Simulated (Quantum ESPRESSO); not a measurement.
# Moving one atom in NbTaHfO6F2

Calculated results; nothing here was measured. They come from pw.x of Quantum ESPRESSO 7.5, a plane-wave density functional program, with PseudoDojo standard norm-conserving files (v0.5 for PBE, v0.4.1 for LDA and PBEsol). The cells are made up: elements, strain and atom displacements were drawn at random, and nothing was relaxed. There is no spin polarisation, spin-orbit coupling or dispersion term.

The hafnium file is less sure than the others, with forces about 3 percent (worst 6) and pressure in oxides about 1.5 GPa (worst 2.7) from a second method in checks, which no rerun with the same files tests.

The cell has 12 sites of a fluorite lattice. Sites 1 to 4 hold empty Nb Ta Hf; sites 5 to 12 hold O O O O F O F O. Cell vectors in Å: (5.099, 0.021, 0.037); (0.021, 5.143, 0.074); (0.037, 0.074, 5.082). Settings: PBE, cutoff 1143 eV, 4 x 4 x 4 k mesh shifted by half a step, Fermi-Dirac smearing of 0.025 eV.

Each run shifts the O atom on site 5 along z and leaves all else fixed. Site 4 is one of its nearest neighbours. E is the free energy of the cell above the lowest run shown. The last column is band 45 less band 44 at Gamma, from a band step after each run.

| run | shift (Å) | Fz on site 5 (eV/Å) | Fz on site 4 (eV/Å) | P (GPa) | E (meV) | level step at Gamma (eV) |
| --- | --- | --- | --- | --- | --- | --- |
| 1 | -0.1540 | 2.829 | -2.388 | -16.04 | 496.3 | 0.441 |
| 2 | -0.1173 | 2.572 | -2.406 | -16.16 | 397.2 | 0.430 |
| 3 | 0.0163 | 1.554 | -2.540 | -16.26 | 120.0 | 0.408 |
| 4 | 0.0397 | 1.360 | -2.575 | -16.22 | 85.9 | 0.408 |
| 6 | 0.1024 | 0.807 | -2.683 | -16.03 | 17.7 | 0.408 |
| 7 | 0.1281 | 0.567 | -2.733 | -15.91 | 0.0 | 0.410 |
| 5 | 0.0675 | ? | ? | ? | ? | ? |

A rerun of one of these cells at 1467 eV and k mesh 6 x 6 x 6 moved values by no more than 0.002 eV in the cell's energy, 0.05 GPa in stress and 0.008 eV/Å in force.

## Worked fit

A parabola through the six runs shown gives Fz on site 5 = 1.688 - 8.13 u - 4.8 u² eV/Å, with u in Å and a scatter of 0.004 eV/Å. Minus the slope, 8.13 ± 0.09 eV/Å², is this atom's force constant along z at u = 0, with its periodic images moving too. The fitted force does not vanish within the range. The error is the larger of the fit's own and the change that a cubic makes, rounded up.

## Withheld run

Question: what Fz on site 5 should run 5 give?

The fit gives 1.117 eV/Å. The calculation gave 1.122 eV/Å.

| run | shift (Å) | Fz on site 5 (eV/Å) | Fz on site 4 (eV/Å) | P (GPa) | E (meV) | level step at Gamma (eV) |
| --- | --- | --- | --- | --- | --- | --- |
| 5 | 0.0675 | 1.122 | -2.620 | -16.15 | 51.4 | 0.408 |